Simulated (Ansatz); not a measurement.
# Formation energy of wurtzite-structured NbSb

Method: PBEsol, scalar-relativistic; no spin polarisation; PAW, 420 eV, Γ-centred 10×10×6 mesh, 0.05 eV Gaussian smearing; code Ansatz. The datasets are Ansatz's generated set soft_2.

The cell came from substitution into a structure type; whether the compound takes it is for experiment to say.

The structure is hexagonal, space group P6_3mc (No. 186). The conventional cell has a = 3.133 Å, b = 3.133 Å, c = 10.055 Å, α = 90.00°, β = 90.00°, γ = 120.00°. Nb (site symmetry 3m) has 4 Sb at 2.79 to 2.88 Å and 6 Nb at 3.13 Å as nearest neighbours. Around Sb (site symmetry 3m) lie 4 Nb at 2.79 to 2.88 Å and 6 Sb at 3.13 Å. (Neighbours are counted to 15 % beyond the shortest distance.)

The elements were computed in their standard states with the same datasets, cutoff and functional. Total energies depend on the potentials used, so only differences within one code and one set of settings carry meaning.

Energy of the relaxed cell (4 atoms, smearing extrapolated to zero): -21805.689 eV. Elements, in eV/atom: Nb -4495.453, Sb -6408.086.

What is the formation energy?

[-21805.689 − (2 × -4495.453 + 2 × -6408.086)] / 4 = 0.35 eV/atom, or 33 kJ per mole of atoms.

The value is for 0 K, without zero-point energy. A positive value means that this structure is unstable even against the elements at this level.

For elements this heavy, spin–orbit coupling would shift levels and gaps; it isn't included here.
